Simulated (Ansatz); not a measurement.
# Trial structures of Ta2NbO2: starts and ends

Theory: Ansatz, DFT PBE, scalar-relativistic, plane waves, PAW. All cells share a 420 eV cutoff and Γ-centred k meshes spaced at most about 0.3 Å⁻¹ (about 0.25 or finer for metals, 2π included). No spin polarisation in the final relaxations.

Each guess was relaxed in cell and atoms at zero pressure, within the symmetry of its start. These are static total energies at zero pressure. Coordination counts O atoms around Nb and Ta (those within 1.25 times the shortest such distance or 1.15 times the sum of covalent radii; the shortest distance is added where it is long for a bond).

| guess | made from | start group | V start (Å³/atom) | end group | V end (Å³/atom) | coordination at the end | gap on mesh (eV) | E over the lowest end (meV/atom) |
| --- | --- | --- | --- | --- | --- | --- | --- | --- |
| 1 | NdMn2Si2 type | I4/mmm | 13.4 | ? | ? | ? | ? | ? |
| 2 | random cell | P6/mmm | 13.7 | P6/mmm | 14.5 | Ta 2, Nb 6 | 0 | 289 |
| 3 | random cell | P4/mmm | 14.1 | P4/mmm | 20.9 | Ta 2, Nb 8 from 3.2 Å | 0 | 989 |
| 4 | GdSi2Ag2 type | I4/mmm | 12.8 | I4/mmm | 13.9 | Ta 4, Nb 8 from 3.5 Å | 0 | 0 |

Guess 1 as it starts:

```xyz
5
Lattice="-1.8387 1.8387 4.9605 1.8387 -1.8387 4.9605 1.8387 1.8387 -4.9605" Properties=species:S:1:pos:R:3 pbc="T T T"
Ta    0.0000    1.8387    2.4802
Ta    1.8387    0.0000    2.4802
Nb    0.0000    0.0000    0.0000
O     0.0000    0.0000    6.1595
O     0.0000    0.0000    3.7615
```

Task: Predict the end of this guess and its energy over the lowest end.

Result: It ends in space group I4/mmm (No. 139), with a = 4.253 Å, c = 8.370 Å, 15.1 Å³/atom and no gap. It lies 289 meV/atom over the lowest end, above guess 4 and within the noise of guess 2. Counting O atoms around Nb and Ta, this end has Ta 4, Nb 2 and the lowest (guess 4) has Ta 4, Nb 8 from 3.5 Å.

```cif
data_structure
_symmetry_space_group_name_H-M 'I4/mmm'
_symmetry_Int_Tables_number 139
_cell_length_a 4.2529
_cell_length_b 4.2529
_cell_length_c 8.3702
_cell_angle_alpha 90.000
_cell_angle_beta 90.000
_cell_angle_gamma 90.000
_cell_volume 151.39
loop_
_atom_site_label
_atom_site_type_symbol
_atom_site_symmetry_multiplicity
_atom_site_Wyckoff_symbol
_atom_site_fract_x
_atom_site_fract_y
_atom_site_fract_z
_atom_site_occupancy
Ta1 Ta 4 d 0.00000 0.50000 0.25000 1
Nb1 Nb 2 a 0.00000 0.00000 0.00000 1
O1 O 4 e 0.50000 0.50000 0.24065 1
```

Formation energies are uncorrected and refer to the elements' standard structures at the same level (O₂ as a molecule).

Task: Is the lowest end bound against the elements?

Result: Yes: its formation energy is −1.09 eV/atom. A negative formation energy is needed for stability but isn't enough: competing phases decide.

For metals, differences of a few meV/atom aren't resolved. These runs have no spin–orbit coupling, which can matter for Ta. In I4/mmm at 13.9 Å³/atom, I4/mmm at 15.1 Å³/atom, P6/mmm, P4/mmm an odd number of electrons in the primitive cell allows no gap without spin; a larger cell or a magnetic state could open one. Cells relaxed within their symmetry can be saddle points. A lower structure may well exist outside this small set. Some candidate types were left out of the draw beforehand, so a known form may be missing.
